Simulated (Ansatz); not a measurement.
From the elastic tensor of SrO to moduli and sound speeds

The calculation used DFT r2SCAN, scalar-relativistic, plane waves, PAW in Ansatz 0.2.0. Plane waves to 500 eV; Γ-centred k mesh 8×8×8; fixed occupations. No spin polarisation.

It takes space group Fm-3m (No. 225, cubic). Conventional cell: a = 5.160 Å, b = 5.160 Å, c = 5.160 Å, α = 90.00°, β = 90.00°, γ = 90.00°. Sr (site symmetry m-3m) has 6 O at 2.58 Å as nearest neighbours. Around O (site symmetry m-3m) lie 6 Sr at 2.58 Å.

The cell is the ideal cubic rocksalt prototype.

Relaxed-ion constants (GPa, on the Cartesian axes of the calculation):
```
183.1  48.8  48.8   0.0   0.0   0.0
 48.8 183.1  48.8   0.0   0.0   0.0
 48.8  48.8 183.1   0.0   0.0   0.0
  0.0   0.0   0.0  55.4   0.0   0.0
  0.0   0.0   0.0   0.0  55.4   0.0
  0.0   0.0   0.0   0.0   0.0  55.4
```

Density 5.010 g/cm³; 2 atoms in 34.35 Å³.

The values that follow are for a polycrystal of randomly turned grains, by Hill's mean where one number stands.

With S = C⁻¹: B_V = (C11+C22+C33+2(C12+C13+C23))/9, G_V = (C11+C22+C33−C12−C13−C23+3(C44+C55+C66))/15, 1/B_R = S11+S22+S33+2(S12+S13+S23), 15/G_R = 4(S11+S22+S33−S12−S13−S23)+3(S44+S55+S66); Hill is their mean. Then v_l = √((B+4G/3)/ρ), v_t = √(G/ρ), v_m = [(2/v_t³+1/v_l³)/3]^(−1/3) and Θ = (ħ/k_B)·v_m·(6π²n/V)^(1/3) for n atoms in the volume V; E = 9BG/(3B+G), ν = (3B−2G)/(2(3B+G)) and A^U = 5G_V/G_R + B_V/B_R − 6.

| Item | Value |
| --- | --- |
| Bulk modulus, Voigt / Reuss / Hill | 93.6 / 93.6 / 93.6 GPa |
| Shear modulus, Voigt / Reuss / Hill | 60.1 / 59.6 / 59.8 GPa |
| Young's modulus | 148 GPa |
| Poisson ratio | 0.236 |
| Pugh ratio B/G | 1.56 |
| Universal anisotropy index | 0.04 |
| Longitudinal and transverse sound speeds | 5882 and 3456 m/s |
| Debye temperature from the mean sound speed | 442 K |

Cost: 1 run of about 0.18 core-minutes, on Intel Xeon 6975P-C (Granite Rapids) (shared hosts).